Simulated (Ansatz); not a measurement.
One crystal and one scan (generalised stacking-fault energy along a line) at two levels, r2SCAN (plane waves to 500 eV, PAW, scalar-relativistic; Ansatz, a quantum-chemistry and plane-wave program) and PBE (plane waves to 420 eV, PAW, scalar-relativistic; Ansatz), each from its own relaxed cell and on its own mesh. The cell shown is that of r2SCAN.

Generalised stacking fault of TiN (rock salt) on the {100} plane. The cell below holds the perfect crystal with the plane normal along z; tilting its third vector by the shift puts one fault into each cell, between planes 2.12 Å apart, at fixed cell height.

```xyz
6
Lattice="2.9928 0.0000 0.0000 0.0000 2.9928 0.0000 1.4964 1.4964 6.3488" Properties=species:S:1:pos:R:3 pbc="T T T"
N      1.2470     1.2470     5.2906
N      1.2470     1.2470     1.0581
N      2.7434     2.7434     3.1744
Ti     2.7434     2.7434     5.2906
Ti     2.7434     2.7434     1.0581
Ti     1.2470     1.2470     3.1744
```

In-plane vectors a = (2.993, 0.000) Å, b = (0.000, 2.993) Å, area 8.96 Å². The shift is s times the vector a + b (length 4.233 Å), so s = 1 restores the start. Atoms relax along the normal only. γ = [E(shift) − E(0)] / area.

Energies are extrapolated to zero smearing. TiN is run without spin polarisation. TiN was relaxed with its symmetry unable to fall. Faults lie only 6.3 Å apart, and holding the cell height raises γ above its relaxed value. Faults lie only 6.4 Å apart, and holding the cell height raises γ above its relaxed value. Some relaxations began with atoms very close together and may have settled on another branch. With partly filled bands, the k mesh leaves noise in γ, roughly 0.02 J/m² as judged from a few cases. Percentages come from the unrounded values. Both scans cover s from 0.000 to 0.917.

Results of r2SCAN:

| Item | Value |
|---|---|
| Lattice constant a (Å) | 4.233 |
| Highest computed γ on the line (J/m²) | 6.22 |
| Steepest slope dγ/d(shift) before the first maximum (spline) (GPa) | 47 |
| Position of the highest point | s = 0.500 |
| Local minima between the ends | no computed point is one |

Problem. What does PBE give for the same quantities?

Solution. 
| quantity | PBE | r2SCAN − PBE |
|---|---|---|
| Lattice constant a (Å) | 4.247 | -0.014 (-0.3 %) |
| Highest computed γ on the line (J/m²) | 5.69 | +0.53 (+9.3 %) |
| Steepest slope dγ/d(shift) before the first maximum (spline) (GPa) | 43 | +4 (+10 %) |

r2SCAN gives the higher value for: highest computed γ on the line; steepest slope dγ/d(shift) before the first maximum. r2SCAN gives the lower value for: lattice constant a. Both give the same position of the highest point: s = 0.500.

(The slope of γ gives the shear force per area between the displaced halves; near zero shift its curvature is an elastic stiffness.)
